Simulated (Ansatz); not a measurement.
Starting cell, GaN (zinc blende):

```yaml
crystal:
  lattice:
    - [0.00000, 4.49791, 4.49791]
    - [2.24896, 2.24896, 4.49791]
    - [2.24896, 2.24896, 0.00000]
  atoms:
    - { symbol: N, position: [0.00000, 0.75000, 0.75000] }
    - { symbol: N, position: [0.50000, 0.75000, 0.75000] }
    - { symbol: Ga, position: [0.00000, 0.00000, 0.00000] }
    - { symbol: Ga, position: [0.50000, 0.00000, 0.00000] }
```

A phonon eigenvector at X = (0.5, 0.5, 0.0) is frozen into this cell: atom i moves by Q times the vector below, so Q is the largest atomic displacement, in Å. The cell is held. (q is in reciprocal vectors of the primitive cell; the cell shown is doubled to hold the pattern.)

| atom | x | y | z |
|---|---|---|---|
| N1 | 0.000 | 0.000 | -1.000 |
| N2 | 0.000 | 0.000 | 1.000 |

Atoms not listed stay in place.

The numbers are results of r2SCAN (plane waves to 500 eV, PAW, scalar-relativistic; Ansatz, a quantum-chemistry and plane-wave program), not measurements. k mesh 13×13×13 (Γ-centred), Fermi-Dirac smearing 0.05 eV. GaN was relaxed with its symmetry unable to fall.

At one point of the scan the forces (eV/Å) are:

| atom | Fx | Fy | Fz |
|---|---|---|---|
| N1 | 0.000 | 0.000 | -1.460 |
| N2 | 0.000 | 0.000 | 1.460 |
| Ga3 | 0.000 | 0.000 | 0.000 |
| Ga4 | 0.000 | 0.000 | 0.000 |

Q: Which point is it?
A. Q = -0.120 Å
B. Q = -0.060 Å
C. Q = -0.090 Å
D. Q = -0.030 Å

A: B, Q = -0.060 Å

(For displaced atoms, the force is minus the slope of the energy, and its curvature is a force constant, which sets phonon frequencies.)
